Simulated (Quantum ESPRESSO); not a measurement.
Ga5Mo3, finding a planted mistake in a log

Computed values, not a measurement. The program is pw.x of Quantum ESPRESSO 7.5 (plane-wave density functional theory). The cell is made up: eight metal atoms on a face-centred cubic lattice, with elements, volume, strain and displacements drawn at random and not relaxed, so it may be unstable or far from any real phase. PseudoDojo standard norm-conserving files set the functional (PBE unless stated); there is no spin polarisation or spin-orbit coupling, the Fermi-Dirac width of 0.25 eV means electrons at about 2900 K, and the masses in the input are unused placeholders. A spin test at this wide smearing found no moment, but such smearing suppresses magnetism that the real alloy may have.

Intended input:

```
&control calculation='scf', pseudo_dir='./dojo.nc.sr.pbe.v0_5.standard.upf', outdir='./o', disk_io='minimal', tprnfor=.true., tstress=.true. /
&system ibrav=0, nat=8, ntyp=2, nbnd=66, ecutwfc=79.96652505, nosym=.true., tot_charge=0,
 occupations='smearing', smearing='fd', degauss=0.0183746611
/
&electrons conv_thr=1.470e-08, electron_maxstep=70, mixing_beta=0.5 /
ATOMIC_SPECIES
Ga 1.0 Ga.upf
Mo 1.0 Mo.upf
CELL_PARAMETERS angstrom
0.0254 4.0226 -0.0283
-4.0578 0.0029 -4.0721
-4.0854 -0.0537 4.0997
ATOMIC_POSITIONS angstrom
Ga -0.0303 0.1227 -0.008
Mo -2.0823 0.0057 2.1408
Ga -2.0995 -0.0156 -1.9127
Mo -4.0461 -0.0793 0.0247
Ga -1.944 1.984 -0.0887
Ga -4.0373 1.9906 1.9843
Mo -4.0168 1.9521 -2.1076
Ga -6.049 1.9888 0.0554
K_POINTS automatic
6 4 4 1 1 1
```

The log is shortened where brackets say so; the opening notice, blank lines, dates and the lines on written files are dropped, and the path of the files is cut. It prints rydbergs, bohrs and kilobars, and counts compression as positive stress. Its total energy is the free energy E - TS of the whole cell.

Log of the intended run:

```
     Program PWSCF v.7.5
     Parallel version (MPI & OpenMP), running on       4 processor cores
     Number of MPI processes:                 4
     Threads/MPI process:                     1
     [start-up lines left out]
     bravais-lattice index     =            0
     lattice parameter (alat)  =       7.6020  a.u.
     unit-cell volume          =     903.1152 (a.u.)^3
     number of atoms/cell      =            8
     number of atomic types    =            2
     number of electrons       =       107.00
     number of Kohn-Sham states=           66
     kinetic-energy cutoff     =      79.9665  Ry
     charge density cutoff     =     319.8661  Ry
     scf convergence threshold =      1.5E-08
     mixing beta               =       0.5000
     number of iterations used =            8  plain     mixing
     Exchange-correlation= PBE
                           (   1   4   3   4   0   0   0)
     [axes and pseudopotential details left out]
   Cartesian axes
     site n.     atom                  positions (alat units)
         1        Ga     tau(   1) = (  -0.0075321   0.0305013  -0.0019887  )
         2        Mo     tau(   2) = (  -0.5176271   0.0014169   0.5321693  )
         3        Ga     tau(   3) = (  -0.5219028  -0.0038779  -0.4754672  )
         4        Mo     tau(   4) = (  -1.0057971  -0.0197127   0.0061400  )
         5        Ga     tau(   5) = (  -0.4832479   0.4931913  -0.0220494  )
         6        Ga     tau(   6) = (  -1.0036095   0.4948320   0.4932659  )
         7        Mo     tau(   7) = (  -0.9985135   0.4852615  -0.5239163  )
         8        Ga     tau(   8) = (  -1.5036866   0.4943845   0.0137716  )
     number of k points=    48  Fermi-Dirac smearing, width (Ry)=  0.0184
                       cart. coord. in units 2pi/alat
        k(    1) = (  -0.1240254   0.0841213   0.0001638), wk =   0.0416667
        k(    2) = (  -0.2471211   0.0857616   0.1228283), wk =   0.0416667
     [further k points left out]
     Dense  grid:    87297 G-vectors     FFT dimensions: (  45,  64,  64)
     Estimated max dynamical RAM per process >     266.11 MB
     Estimated total dynamical RAM >    1000.50 MB
     Initial potential from superposition of free atoms
     starting charge     106.9823, renormalised to     107.0000
     Starting wfcs are   75 randomized atomic wfcs
     total cpu time spent up to now is        2.9 secs
     per-process dynamical memory:   212.7 Mb
     Self-consistent Calculation
     iteration #  1     ecut=    79.97 Ry     beta= 0.50
     Davidson diagonalization with overlap
     ethr =  1.00E-02,  avg # of iterations =  3.0
     Threshold (ethr) on eigenvalues was too large:
     Diagonalizing with lowered threshold
     Davidson diagonalization with overlap
     ethr =  5.16E-04,  avg # of iterations =  2.1
     total cpu time spent up to now is       13.9 secs
     total energy              =   -1186.16223650 Ry
     estimated scf accuracy    <       0.60330112 Ry
     iteration #  2     ecut=    79.97 Ry     beta= 0.50
     Davidson diagonalization with overlap
     ethr =  5.64E-04,  avg # of iterations =  2.9
     total cpu time spent up to now is       19.7 secs
     total energy              =   -1186.09881387 Ry
     estimated scf accuracy    <       1.25989871 Ry
     [iterations 3 to 11 left out]
     iteration # 12     ecut=    79.97 Ry     beta= 0.50
     Davidson diagonalization with overlap
     ethr =  1.55E-10,  avg # of iterations =  2.0
     total cpu time spent up to now is       72.8 secs
     total energy              =   -1186.34386189 Ry
     estimated scf accuracy    <       0.00000002 Ry
     iteration # 13     ecut=    79.97 Ry     beta= 0.50
     Davidson diagonalization with overlap
     ethr =  1.71E-11,  avg # of iterations =  2.0
     total cpu time spent up to now is       77.8 secs
     End of self-consistent calculation
     [lines on levels left out]
!    total energy              =   -1186.34386189 Ry
     estimated scf accuracy    <          5.2E-09 Ry
     smearing contrib. (-TS)   =      -0.09217541 Ry
     internal energy E=F+TS    =   -1186.25168648 Ry
     The total energy is F=E-TS. E is the sum of the following terms:
     one-electron contribution =    -303.88713291 Ry
     hartree contribution      =     243.32727679 Ry
     xc contribution           =    -271.17155794 Ry
     ewald contribution        =    -854.52027241 Ry
     convergence has been achieved in  13 iterations
     Forces acting on atoms (cartesian axes, Ry/au):
     atom    1 type  1   force =     0.02506784   -0.01977261    0.00772688
     atom    2 type  2   force =     0.02388189   -0.01133270   -0.02365097
     atom    3 type  1   force =     0.00183687   -0.00329470   -0.03456965
     atom    4 type  2   force =    -0.00979117    0.01112810   -0.00697596
     atom    5 type  1   force =    -0.02366699    0.00909298    0.03460043
     atom    6 type  1   force =     0.01777816    0.00116344   -0.01198339
     atom    7 type  2   force =    -0.03895111    0.01322941    0.04730244
     atom    8 type  1   force =     0.00384452   -0.00021391   -0.01244978
     Total force =     0.101071     Total SCF correction =     0.000353
     Computing stress (Cartesian axis) and pressure
          total   stress  (Ry/bohr**3)                   (kbar)     P=      -64.15
  -0.00037625  -0.00005022   0.00010676          -55.35       -7.39       15.71
  -0.00005022  -0.00057316   0.00005036           -7.39      -84.32        7.41
   0.00010676   0.00005036  -0.00035873           15.71        7.41      -52.77
     init_run     :      2.76s CPU      2.87s WALL (       1 calls)
     electrons    :     74.58s CPU     74.95s WALL (       1 calls)
     forces       :      0.90s CPU      0.91s WALL (       1 calls)
     stress       :      2.99s CPU      2.99s WALL (       1 calls)
     [timing details left out]
     PWSCF        :   1m21.29s CPU   1m21.78s WALL
     JOB DONE.
```

A second run was made from an input with one planted mistake. Its log:

```
     Program PWSCF v.7.5
     Parallel version (MPI & OpenMP), running on       4 processor cores
     Number of MPI processes:                 4
     Threads/MPI process:                     1
     [start-up lines left out]
     bravais-lattice index     =            0
     lattice parameter (alat)  =       7.5541  a.u.
     unit-cell volume          =     886.1614 (a.u.)^3
     number of atoms/cell      =            8
     number of atomic types    =            2
     number of electrons       =       107.00
     number of Kohn-Sham states=           66
     kinetic-energy cutoff     =      79.9665  Ry
     charge density cutoff     =     319.8661  Ry
     scf convergence threshold =      1.5E-08
     mixing beta               =       0.5000
     number of iterations used =            8  plain     mixing
     Exchange-correlation= PBE
                           (   1   4   3   4   0   0   0)
     [axes and pseudopotential details left out]
   Cartesian axes
     site n.     atom                  positions (alat units)
         1        Ga     tau(   1) = (  -0.0075297   0.0304942  -0.0019762  )
         2        Mo     tau(   2) = (  -0.5176263   0.0014259   0.5321605  )
         3        Ga     tau(   3) = (  -0.5219040  -0.0038774  -0.4754497  )
         4        Mo     tau(   4) = (  -1.0057841  -0.0197124   0.0061289  )
         5        Ga     tau(   5) = (  -0.4832547   0.4931859  -0.0220389  )
         6        Ga     tau(   6) = (  -1.0036077   0.4948370   0.4932610  )
         7        Mo     tau(   7) = (  -0.9985045   0.4852559  -0.5239053  )
         8        Ga     tau(   8) = (  -1.5036730   0.4943867   0.0137837  )
     number of k points=    48  Fermi-Dirac smearing, width (Ry)=  0.0184
                       cart. coord. in units 2pi/alat
        k(    1) = (  -0.1240269   0.0841201   0.0001632), wk =   0.0416667
        k(    2) = (  -0.2471227   0.0857584   0.1228282), wk =   0.0416667
     [further k points left out]
     Dense  grid:    85635 G-vectors     FFT dimensions: (  45,  64,  64)
     Estimated max dynamical RAM per process >     261.41 MB
     Estimated total dynamical RAM >     982.91 MB
     Initial potential from superposition of free atoms
     starting charge     106.9823, renormalised to     107.0000
     Starting wfcs are   75 randomized atomic wfcs
     total cpu time spent up to now is        2.9 secs
     per-process dynamical memory:   202.7 Mb
     Self-consistent Calculation
     iteration #  1     ecut=    79.97 Ry     beta= 0.50
     Davidson diagonalization with overlap
     ethr =  1.00E-02,  avg # of iterations =  3.0
     Threshold (ethr) on eigenvalues was too large:
     Diagonalizing with lowered threshold
     Davidson diagonalization with overlap
     ethr =  4.94E-04,  avg # of iterations =  2.2
     total cpu time spent up to now is       13.9 secs
     total energy              =   -1186.18135591 Ry
     estimated scf accuracy    <       0.57912104 Ry
     iteration #  2     ecut=    79.97 Ry     beta= 0.50
     Davidson diagonalization with overlap
     ethr =  5.41E-04,  avg # of iterations =  2.8
     total cpu time spent up to now is       19.6 secs
     total energy              =   -1186.12833646 Ry
     estimated scf accuracy    <       1.09389905 Ry
     [iterations 3 to 11 left out]
     iteration # 12     ecut=    79.97 Ry     beta= 0.50
     Davidson diagonalization with overlap
     ethr =  1.35E-10,  avg # of iterations =  2.0
     total cpu time spent up to now is       72.2 secs
     total energy              =   -1186.34997271 Ry
     estimated scf accuracy    <       0.00000002 Ry
     iteration # 13     ecut=    79.97 Ry     beta= 0.50
     Davidson diagonalization with overlap
     ethr =  1.54E-11,  avg # of iterations =  2.0
     total cpu time spent up to now is       77.2 secs
     End of self-consistent calculation
     [lines on levels left out]
!    total energy              =   -1186.34997271 Ry
     estimated scf accuracy    <          5.6E-09 Ry
     smearing contrib. (-TS)   =      -0.08993414 Ry
     internal energy E=F+TS    =   -1186.26003857 Ry
     The total energy is F=E-TS. E is the sum of the following terms:
     one-electron contribution =    -295.64259278 Ry
     hartree contribution      =     240.59638505 Ry
     xc contribution           =    -271.27902415 Ry
     ewald contribution        =    -859.93480669 Ry
     convergence has been achieved in  13 iterations
     Forces acting on atoms (cartesian axes, Ry/au):
     atom    1 type  1   force =     0.02573397   -0.02163162    0.00708149
     atom    2 type  2   force =     0.02356467   -0.01231585   -0.02515386
     atom    3 type  1   force =     0.00394348   -0.00363748   -0.03678356
     atom    4 type  2   force =    -0.01055301    0.01217333   -0.00514532
     atom    5 type  1   force =    -0.02373437    0.00945980    0.03521826
     atom    6 type  1   force =     0.01702609    0.00124441   -0.01091983
     atom    7 type  2   force =    -0.03899250    0.01485312    0.04762589
     atom    8 type  1   force =     0.00301167   -0.00014572   -0.01192307
     Total force =     0.103209     Total SCF correction =     0.000379
     Computing stress (Cartesian axis) and pressure
          total   stress  (Ry/bohr**3)                   (kbar)     P=      -42.66
  -0.00022462  -0.00005341   0.00011350          -33.04       -7.86       16.70
  -0.00005341  -0.00043851   0.00005653           -7.86      -64.51        8.32
   0.00011350   0.00005653  -0.00020687           16.70        8.32      -30.43
     init_run     :      2.73s CPU      2.84s WALL (       1 calls)
     electrons    :     73.89s CPU     74.26s WALL (       1 calls)
     forces       :      0.89s CPU      0.90s WALL (       1 calls)
     stress       :      2.95s CPU      2.96s WALL (       1 calls)
     [timing details left out]
     PWSCF        :   1m20.55s CPU   1m21.04s WALL
     JOB DONE.
```

Question: the log repeats what the program read. Compare it with the intended run: what was wrong in the second input?

Answer: the cell and the positions are scaled by a wrong factor. The input lines that differ:

```
- 0.0254 4.0226 -0.0283
- -4.0578 0.0029 -4.0721
- -4.0854 -0.0537 4.0997
+ 0.0252 3.9973 -0.0281
+ -4.0322 0.0029 -4.0464
+ -4.0597 -0.0534 4.0739
- Ga -0.0303 0.1227 -0.008
- Mo -2.0823 0.0057 2.1408
- Ga -2.0995 -0.0156 -1.9127
- Mo -4.0461 -0.0793 0.0247
- Ga -1.944 1.984 -0.0887
- Ga -4.0373 1.9906 1.9843
- Mo -4.0168 1.9521 -2.1076
- Ga -6.049 1.9888 0.0554
+ Ga -0.0301 0.1219 -0.0079
+ Mo -2.0692 0.0057 2.1273
+ Ga -2.0863 -0.0155 -1.9006
+ Mo -4.0206 -0.0788 0.0245
+ Ga -1.9318 1.9715 -0.0881
+ Ga -4.0119 1.9781 1.9718
+ Mo -3.9915 1.9398 -2.0943
+ Ga -6.0109 1.9763 0.0551
```

|  | intended run | run with the mistake |
| --- | --- | --- |
| free energy (eV) | -16141.031 | -16141.114 |
| entropy term -TS, part of it (eV) | -1.254 | -1.224 |
| pressure (GPa) | -6.41 | -4.27 |
| size of the largest force component (eV/Å) | 1.216 | 1.225 |
| largest change of a force component (eV/Å) |  | 0.057 |
| iterations | 13 | 13 |

For scale, a rerun of the intended cell at a higher cutoff and on a denser mesh moved values by no more than 0.002 eV in energy, 0.14 GPa in stress and 0.007 eV/Å in force, and a second program with other atomic files agreed on that cell to 2 % rms in force and 0.5 GPa in pressure.